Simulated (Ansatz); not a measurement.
**Profile along the As–Al line in AlAs (zinc blende)**

AlAs (zinc blende), conventional cell a = b = c = 5.675 Å, α = β = γ = 90.00°. The calculation uses the primitive cell of 2 atoms, to which meshes and values per cell refer.

Fields along a shortest As–Al line of a {110} plane (2.46 Å), from As to Al, interpolated on the slice's grid (step about 0.3 Å). Method: PBEsol (plane waves to 420 eV, PAW, scalar-relativistic; Ansatz, a first-principles code). k mesh 10×10×10. These are valence fields of a PAW run, semicore shells included where kept as valence: close to a nucleus they are smooth pseudo fields. AlAs was relaxed with its symmetry unable to fall.

```
distance from As (Å)  valence electron density (e/Å³)  electron localisation function
--------------------  -------------------------------  ------------------------------
0.00                                            33.82                               x
0.25                                            22.13                               x
0.49                                             6.30                               x
0.74                                             1.43                            0.66
0.98                                             0.66                            0.80
1.23                                             0.47                            0.89
1.48                                             0.37                            0.92
1.72                                             0.25                            0.72
1.97                                             0.11                               x
2.21                                             0.06                               x
2.46                                             0.06                               x
```

x: too close to a nucleus for the ELF to mean much.

Density on the As–Al line (2.46 Å) at its midpoint: 0.47 e/Å³. ELF at that point: 0.9. ELF maximum in the middle third of the As–Al line: 0.92, 1.5 Å from As.
